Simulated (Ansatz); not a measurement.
LaBRh3 (cubic perovskite, space group No. 221), DFT-PBE in the program Ansatz with PAW potentials, all energies at zero smearing, with the estimated change up to a 700 eV cutoff added, with one set of potentials and settings (totals compare only within such a set). Cell of 5 atoms (1 La, 3 Rh, 1 B): -25618.098 eV.

```tsv
element	reference phase	E (eV/atom)
La	P6_3/mmc, 4 atoms in the cell	-6250.0953
Rh	Fm-3m, 1 atoms in the cell	-6402.8911
B	R-3m, 12 atoms in the cell	-155.9161
```

Formation energy per atom, worked out: (-25618.098 − 1×(-6250.0953) − 3×(-6402.8911) − 1×(-155.9161))/5 = -0.683 eV/atom (-66 kJ per mol of atoms), at 0 K, without zero-point energy or fitted corrections.

Space group Pm-3m (cubic perovskite). The workflow started from an entry of the Crystallography Open Database (COD). Whether it is the stable phase at ambient conditions was not checked. The PBE relaxation kept the symmetry of its start; whether a distortion lowers the energy is not shown. No spin polarisation was allowed. The references are the lowest solids computed at this level, not always the standard phases. Spin–orbit coupling is left out wherever it is not named.

Potentials: the later of the program's two PAW sets.
